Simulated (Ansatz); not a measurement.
BAs:
```cif
data_As3B3
_chemical_formula_sum 'B3 As3'
_space_group_name_H-M_alt 'P6422'
_space_group_IT_number 181
_space_group_name_Hall 'P 64 2 (0 0 2)'
_cell_length_a 3.42908
_cell_length_b 3.42908
_cell_length_c 7.40282
_cell_angle_alpha 90.000
_cell_angle_beta 90.000
_cell_angle_gamma 120.000
loop_
_atom_site_label
_atom_site_type_symbol
_atom_site_symmetry_multiplicity
_atom_site_Wyckoff_symbol
_atom_site_fract_x
_atom_site_fract_y
_atom_site_fract_z
_atom_site_occupancy
B1 B 3 c 0.50000 0.00000 0.00000 1
As1 As 3 d 0.50000 0.00000 0.50000 1
```

Relaxed with PBEsol. PBEsol in the plane-wave PAW code Ansatz gives a gap of 0.31 eV.

Question: What gap does HSE06 give on the same cell (Ansatz, PAW)?

Answer: 0.90 eV, 0.60 eV more. The hybrid was solved on a coarser mesh and at special points; its gap is the smallest among all of these.

| k | v1 PBEsol | c1 PBEsol | v1 HSE06 | c1 HSE06 |
|---|---|---|---|---|
| Γ | 0.00 | 2.13 | … | … |
| A | -0.74 | 1.91 | … | … |
| K | -2.59 | 0.67 | … | … |
| H | -2.78 | 2.71 | -2.98 | 3.49 |
| M | -2.53 | 0.31 | -2.79 | 0.90 |
| L | -3.01 | 1.74 | … | … |

Question: Top valence (v1) and lowest conduction level (c1) in eV from each method's valence maximum (which need not be a listed point): supply the withheld HSE06 values.

Answer: 
- A, v1 HSE06: -0.80
- A, c1 HSE06: 2.71
- L, v1 HSE06: -3.25
- L, c1 HSE06: 2.45
- Γ, v1 HSE06: 0.00
- Γ, c1 HSE06: 2.90
- K, v1 HSE06: -2.82
- K, c1 HSE06: 1.35

Cost on shared cores: the PBEsol run (SCF on a 9×9×4 mesh, then bands and DOS) around 40 core-seconds (rough), the HSE06 run (SCF on 6×6×3, then a few points) roughly 2.9 core-minutes; the tasks are unlike.

Space group P6_422. The start of the workflow was typed in or built on a structure type; neither database checked (COD, Materials Project) lists it. It is not the phase usual at ambient conditions (space group No. 216). The PBEsol relaxation kept the symmetry of its start; of distortions, only those at the zone centre were tested. Its formation energy is positive at this level, so the cell may be metastable or incomplete. Spin–orbit coupling is left out wherever it is not named.

Potentials: the later of the program's two PAW sets.
